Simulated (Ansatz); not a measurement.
# Ge3N4: computed property card

Ge3N4:
```
Ge3N4
1.0
    0.00000     4.08258     4.08258
    4.08258     0.00000     4.08258
    4.08258     4.08258     0.00000
Ge N
6 8
Cartesian
  5.10322   5.10322   5.10322
  5.10322   3.06193   3.06193
  3.06193   5.10322   3.06193
  3.06193   3.06193   5.10322
  2.04129   2.04129   2.04129
  0.00000   0.00000   0.00000
  7.07914   7.07914   7.07914
  7.07914   5.16860   5.16860
  5.16860   7.07914   5.16860
  5.16860   5.16860   7.07914
  3.12731   3.12731   3.12731
  3.12731   5.03785   5.03785
  5.03785   3.12731   5.03785
  5.03785   5.03785   3.12731
```

Space group Fd-3m (No. 227); conventional cell a = b = c = 8.165 Å, α = β = γ = 90.00°.

Method: DFT-LDA in the program Ansatz with PAW potentials. Geometry: relaxed at this level of theory. Other levels are named where they apply.

**Cell and energy**

| Quantity | Result |
|---|---|
| Volume per atom | 9.72 Å³ |
| Density | 6.68 g/cm³ |
| Formation energy from the elements (no fitted shifts) | -255 meV/atom |

**Electronic structure**

| Item | Value |
|---|---|
| Band gap | 2.15 eV (smallest direct gap 2.17 eV) |
| Valence-band maximum | on the K–Γ line, 25 % of the way from K |
| Conduction-band minimum | at Γ |
| Electron effective mass, band 1 of 3 at the edge | 0.73 along [100], 0.55 along [110], 0.50 along [111] (mₑ) |
| Electron effective mass, band 2 of 3 at the edge | 0.31 along [100], 0.37 along [110], 0.35 along [111] (mₑ) |
| Electron effective mass, band 3 of 3 at the edge | 0.31 along [100], 0.31 along [110], 0.35 along [111] (mₑ) |
| Hole effective mass | 0.39, 2.5, 3.2 mₑ (principal values) |

**Mechanics**

| Quantity | Result |
|---|---|
| Bulk modulus (Birch–Murnaghan fit) | 248 GPa |
| Pressure derivative B′ | 4.7 |
| Elastic constants (relaxed ions, GPa) | C11 = 403, C12 = 171, C44 = 235 |
| Mechanical stability | stable (all eigenvalues of C positive) |
| Hill bulk and shear moduli | 249 and 177 GPa |
| Young's modulus | 429 GPa |
| Poisson's ratio | 0.21 |
| Debye temperature from the elastic constants | 794 K |

**Phonons**

| Property | Value |
|---|---|
| Highest zone-centre frequency (without LO–TO term) | 847 cm⁻¹ |
| Zone-centre stability | no imaginary mode at Γ |

Symmetry was held in the LDA relaxation. The references are the lowest solids computed at this level, not always the standard phases (solids in place of the gases). Scalar-relativistic: spin–orbit coupling is off unless named, which matters more the heavier the elements.

Potentials: the later of the program's two PAW sets.
